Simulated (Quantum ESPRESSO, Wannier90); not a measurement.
Wannierisation of HgTe (zinc blende)

```xyz
2
Lattice="0.0000 3.2900 3.2900 3.2900 0.0000 3.2900 3.2900 3.2900 0.0000" Properties=species:S:1:pos:R:3 pbc="T T T"
Hg     0.0000     0.0000     0.0000
Te    -1.6450    -1.6450    -1.6450
```

Cell from Materials Project (mp-2730), symmetrised, no further relaxation. COD (Crystallography Open Database) has the formula in 2 space groups, this one among them (matched by group alone). Level: PBEsol, no spin polarisation, no spin-orbit coupling; pw.x of Quantum ESPRESSO at 66 Ry with PseudoDojo potentials, 8×8×8 k-points, Wannier90. Density: 8×8×8 mesh, Gaussian smearing 0.01 Ry. Spin-orbit coupling is left out although heavy elements are present.

Functional, cutoff and mesh named above are those of the base row (PBEsol); the first column says what each row takes instead. Model: 8 functions from bands 10,16-31, start hydrogen-like Hg: s;p; Te: s;p, disentangled but not localised (num_iter = 0), frozen window tied to the conduction edge or Fermi level of each row, as listed, which moves Ω_I and hoppings a little by itself. Energies are relative to the Fermi level; the misfit is to pw.x on a path, for states up to 1.0 eV relative to the Fermi level. The functional changes, each with its own PseudoDojo files and their cutoffs, on the same cell. The disentangled Ω_I can sit in another minimum from row to row.

```
functional  frozen to (eV)  Ω_I (Å²)  rms misfit (meV)  bottom of band 10 (eV)  on-site Hg1 pz minus Hg1 s (eV)  hopping modulus Hg1 pz – Te2 px, R = 0 0 1 (eV)  hopping modulus Hg1 s – Te2 s, R = 0 0 1 (eV)  hopping modulus Hg1 pz – Te2 s, R = 0 0 1 (eV)
----------  --------------  --------  ----------------  ----------------------  -------------------------------  -----------------------------------------------  ---------------------------------------------  ----------------------------------------------
LDA                   1.50     17.93               2.4                  -11.77                             6.77                                            1.128                                          1.115                                           1.071
PBE                   1.50     17.74               2.7                  -11.59                             6.74                                            1.131                                          1.128                                           1.087
PBEsol                1.50     17.99               2.2                  -11.72                             6.73                                            1.131                                          1.126                                           1.082
```
